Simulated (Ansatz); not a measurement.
# Equation of state of PbO from a dense series

```yaml
crystal:
  lattice:
    - [3.97440, 0.00000, 0.00000]
    - [0.00000, 3.97440, 0.00000]
    - [0.00000, 0.00000, 5.02200]
  atoms:
    - { symbol: Pb, position: [0.00000, 0.50000, 0.23510] }
    - { symbol: Pb, position: [0.50000, 0.00000, 0.76490] }
    - { symbol: O, position: [0.00000, 0.00000, 0.00000] }
    - { symbol: O, position: [0.50000, 0.50000, 0.00000] }
```

Atom numbers follow the list: Pb1, Pb2, O3, O4.

The structure is an experimental refinement, used without relaxation.

Spin–orbit coupling is left out, though it moves levels of the heavy atoms by tenths of an eV or more.

The calculation used Ansatz 0.2.0, DFT, LDA, all-electron LAPW, scalar-relativistic.

Numerical set-up: a Γ-centred 7×7×6 k mesh, Fermi–Dirac smearing of 0.03 eV, basis error target 1 meV/atom, no spin polarisation.

The cell is scaled evenly. Fractional coordinates are held (clamped ions).

| V (Å³/atom) | P (GPa) |
| --- | --- |
| 19.038 | 1.89 |
| 19.435 | -0.06 |
| 19.633 | -0.96 |
| 19.832 | -1.80 |
| 20.030 | -2.60 |
| 20.228 | -3.36 |
| 20.625 | -4.74 |
| 21.022 | -5.98 |

Problem. Fit a third-order Birch–Murnaghan curve to the pressures.

Solution. P = (3B0/2)(y^(7/2) − y^(5/2))[1 + (3/4)(B0′ − 4)(y − 1)] with y = (V0/V)^(2/3) fits within 0.01 GPa for V0 = 19.422 Å³/atom, B0 = 90.6 GPa and B0′ = 4.59.

Problem. Predict the pressure at the withheld volume, 18.642 Å³/atom.

Solution. There y = 1.0277, so the fit gives 4.08 GPa; the run gave 4.07 GPa.
